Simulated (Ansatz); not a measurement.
Starting cell, Ir (fcc, Cu type):

```
CELL_PARAMETERS angstrom
      3.87055     0.00000     0.00000
      0.00000     3.87055     0.00000
      0.00000     0.00000     3.87055
ATOMIC_POSITIONS crystal
  Ir 0.00000 0.00000 0.00000
  Ir 0.50000 0.50000 0.00000
  Ir 0.50000 0.00000 0.50000
  Ir 0.00000 0.50000 0.50000
```

In each cell atom 3 (Ir, nearest neighbour Ir at 2.737 Å; its periodic images, 3.9 Å or more away, move with it) moves by s·(1.000, 0.000, 0.000) (along Cartesian x), the rest being held.

Calculation: PBE (plane waves to 420 eV, PAW, scalar-relativistic; Ansatz, an electronic-structure program). k mesh 10×10×10 (Γ-centred), Fermi-Dirac smearing 0.05 eV. Energies are smeared free energies. With partly filled bands, energies and forces of such displacements shift with the k mesh and the smearing. Ir is run without spin polarisation. Ir was relaxed with its symmetry unable to fall. Spin-orbit coupling is left out, though Ir is heavy. The PAW data are Ansatz's earlier set. ΔE is measured from the undisplaced structure. The last digit holds for this mesh only.

```tsv
s (Å)	ΔE (meV/cell)
-0.550	2331.8
-0.440	withheld
-0.330	754.7
-0.220	323.0
-0.110	79.3
0.000	0.0
0.110	79.3
0.220	323.0
0.330	754.7
0.440	withheld
0.550	2331.8
```

Question: Fit an even polynomial form (powers 2, 4, 6) to the given rows and predict ΔE at s = 0.440.

Answer: Least squares on the 9 given rows: ΔE = (6472)·s² + (4276)·s⁴ + (-619.7)·s⁶, in meV/cell with s in Å; root-mean-square residual 0.20 meV/cell. At 0.440 the fit gives 1408.8 meV/cell; the calculation gives 1409.2 meV/cell, so the interpolation is off by -0.4 (-0.0 %). The quadratic term alone would give 1253.0 meV/cell.

(For displaced atoms, the force is minus the slope of the energy, and its curvature is a force constant, which sets phonon frequencies.)
